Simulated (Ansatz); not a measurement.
As (A7 type, space group R-3m)

```
As
1.0
    1.87270     1.08120     3.25149
   -1.87270     1.08120     3.25149
    0.00000    -2.16240     3.25149
As
2
Direct
  0.23274   0.23274   0.23274
  0.76726   0.76726   0.76726
```

Scan: atom 2 (As, nearest neighbour As at 2.517 Å; its periodic images, 3.7 Å or more away, move with it) is displaced along Cartesian z, direction (0.000, 0.000, 1.000) in Cartesian axes, by s. The other atoms stay.

The numbers are results of PBEsol-D3(BJ) (plane waves to 420 eV, PAW, scalar-relativistic; Ansatz, a first-principles code), not measurements. k mesh 12×12×12 (Γ-centred), Fermi-Dirac smearing 0.05 eV. E stands for the smeared free energy. With partly filled bands, energies and forces of such displacements shift with the k mesh and the smearing. As was relaxed with its symmetry unable to fall. The zero of ΔE is the undisplaced structure.

Q: What ΔE (meV/cell) does the calculation give at s (Å) = -0.200, -0.150, -0.100, 0.050, 0.200, 0.250?

A: 
```json
[
 {"s (Å)": "-0.200", "ΔE (meV/cell)": "99"},
 {"s (Å)": "-0.150", "ΔE (meV/cell)": "64"},
 {"s (Å)": "-0.100", "ΔE (meV/cell)": "32"},
 {"s (Å)": "0.050", "ΔE (meV/cell)": "9"},
 {"s (Å)": "0.200", "ΔE (meV/cell)": "164"},
 {"s (Å)": "0.250", "ΔE (meV/cell)": "260"}
]
```

(A displaced cell: forces are minus the slopes of the energy, force constants its curvatures, and phonons follow from these.)
